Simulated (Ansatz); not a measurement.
Consider the following.

MnIr:
```yaml
crystal:
  lattice:
    - [3.87567, 0.00000, 0.00000]
    - [0.00000, 3.87567, 0.00000]
    - [0.00000, 0.00000, 3.61454]
  atoms:
    - { symbol: Mn, position: [0.00000, 0.00000, 0.00000] }
    - { symbol: Mn, position: [0.50000, 0.50000, 0.00000] }
    - { symbol: Ir, position: [0.50000, 0.00000, 0.50000] }
    - { symbol: Ir, position: [0.00000, 0.50000, 0.50000] }
```
The run is spin-polarised.

This is the r²SCAN-relaxed structure.

### Question
All from DFT-r²SCAN in the program Ansatz with PAW potentials, unless another level is named. Give the magnetic order.

### Answer
antiferromagnetic.

### Question
Give the Bader charges.

### Answer
Mn +0.86, Ir -0.86 e.

Space group P4/mmm (L1₀ or tetragonal B2). The start of the workflow was typed in or built on a structure type; the Crystallography Open Database files this formula in space group No. 123, but the cells were not matched. Its standing as an ambient phase is unchecked. The cell was relaxed with r²SCAN under the symmetry of its start, as lowered by the spin order; its stability against distortions is not shown here. Spin order of the final state: antiferromagnetic, chosen from 5 collinear starts compared on coarse meshes (ties went to the first, and starts can fall back to one state), not a proven ground state. Other orbital occupations within this spin state were not tried. Spin–orbit coupling is left out wherever it is not named.

Potentials: the earlier of the program's two PAW sets. The files were generated under PBE; for other functionals the program regenerates the frozen cores, and for LDA and PBEsol the local potential too.
